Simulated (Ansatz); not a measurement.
# Ag: stationary points along a deformation path

Level of theory: Ansatz, DFT PBEsol, scalar-relativistic, plane waves, PAW. The runs took a 420 eV cutoff, a Γ-centred 22×22×22 mesh and Gaussian smearing (0.15 eV). No spin polarisation. Energies are free energies at this smearing, counted from the undisturbed cell; pressure is positive in compression.

The starting cell (as given, not relaxed at this level; it stands at -2.6 GPa):

```xyz
1
Lattice="0.0000 2.0431 2.0431 2.0431 0.0000 2.0431 2.0431 2.0431 0.0000" Properties=species:S:1:pos:R:3 pbc="T T T"
Ag    0.0000    0.0000    0.0000
```

At fixed volume and fractional coordinates, lengths along (0.000, 0.000, 1.000) are scaled against those across it; ρ is that ratio over its starting value. V = 17.057 Å³/atom. Δσ is the stress along the axis less the mean stress across it (compression positive).

| ρ | ΔE (meV/atom) | Δσ (GPa) | space group |
| --- | --- | --- | --- |
| 0.650 | 36.4 | -0.24 | I4/mmm |
| 0.707 | 39.0 | 0.00 | Im-3m |
| 0.780 | 33.1 | 1.65 | I4/mmm |
| 0.850 | 20.9 | 2.24 | I4/mmm |
| 0.920 | 8.0 | 2.20 | I4/mmm |
| 0.960 | 2.2 | 1.41 | I4/mmm |
| 1.000 | 0.0 | 0.00 | Fm-3m |
| 1.050 | 3.8 | -2.31 | I4/mmm |
| 1.100 | 15.8 | -5.02 | I4/mmm |
| 1.200 | 64.3 | -11.09 | I4/mmm |
| 1.300 | 149.8 | -19.32 | I4/mmm |
| 1.414 | 297.8 | -30.74 | I4/mmm |
| 1.500 | 446.5 | -40.26 | I4/mmm |

Question: How does the stress give the slope of the energy, and where is the energy stationary?

Answer: Along the path d ln(length) is 2/3 d ln ρ on the axis and −1/3 d ln ρ across it, so dE/d ln ρ = −(2/3) V Δσ: the energy falls with ρ where Δσ is positive. Δσ vanishes or changes sign at ρ = 0.707 (Im-3m), a maximum at 39.0 meV/atom; at ρ = 1.000 (Fm-3m), a minimum at 0.0 meV/atom. Pairs of stationary points between two samples would go unseen, and could change a minimum read from distant neighbours into a maximum. At ρ = 0.707, 1.000 the cell is cubic, where symmetry alone makes the stress isotropic and the slope zero.

Question: Which shear constant sets the curvature at ρ = 1?

Answer: For a cubic crystal E/V = (2/3) C (ln ρ)² with C = C′ = (C11 − C12)/2, so Δσ = −2C ln ρ. The parabola of Δσ against ln ρ through ρ = 0.960, 1 and 1.050 gives C ≈ 20 GPa with the ions clamped, rough because the steps are large. It is the stress–strain coefficient at this cell's pressure of -2.6 GPa, not the zero-pressure constant.

Question: Integrate that slope from ρ = 1 to 0.850 by the trapezoid rule.

Answer: With V/N in Å³ and 1 eV/Å³ = 160.2 GPa the slopes at ρ = 1.000, 0.960, 0.920, 0.850 are 0, -100, -156, -159 meV/atom per unit of ln ρ. The steps add 2.0 + 5.5 + 12.5 = 20.0 meV/atom, against 20.9 from the energies; the trapezoid rule misses the curvature of the slope within each step.

In a metal these slopes depend on the k mesh and the smearing.

Cost: 13 runs of about 1.1 core-minutes in all, on AMD EPYC 9R14 (Zen 4) (shared hosts).